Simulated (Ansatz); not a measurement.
Rb:
```
CELL_PARAMETERS angstrom
     -2.68543     2.68543     2.68543
      2.68543    -2.68543     2.68543
      2.68543     2.68543    -2.68543
ATOMIC_POSITIONS crystal
  Rb 0.00000 0.00000 0.00000
```

Relaxed with LDA. Special points in fractions of this cell's reciprocal vectors: Γ (0.000, 0.000, 0.000); H (0.500, -0.500, 0.500); N (0.000, 0.000, 0.500); P (0.250, 0.250, 0.250).

Q: List the band energies nearest the Fermi level at these points for LDA (plane waves, PAW; program Ansatz).

A: In eV from the Fermi level; about four levels below and three above (degenerate sets whole), none deeper than 8.9 eV; points with the same levels are listed once.

```json
[
 {"k": "Γ", "below": "-2.23", "above": "3.71 3.71 3.71"},
 {"k": "H", "below": "–", "above": "1.14 1.14 3.67 3.67 3.67"},
 {"k": "N", "below": "–", "above": "0.14 0.96 2.53"},
 {"k": "P", "below": "–", "above": "1.36 1.36 1.36"}
]
```

Space group Im-3m (bcc (W type)). The cell was relaxed with LDA under the symmetry of its start. Spin–orbit coupling is left out wherever it is not named.

Potentials: the later of the program's two PAW sets.
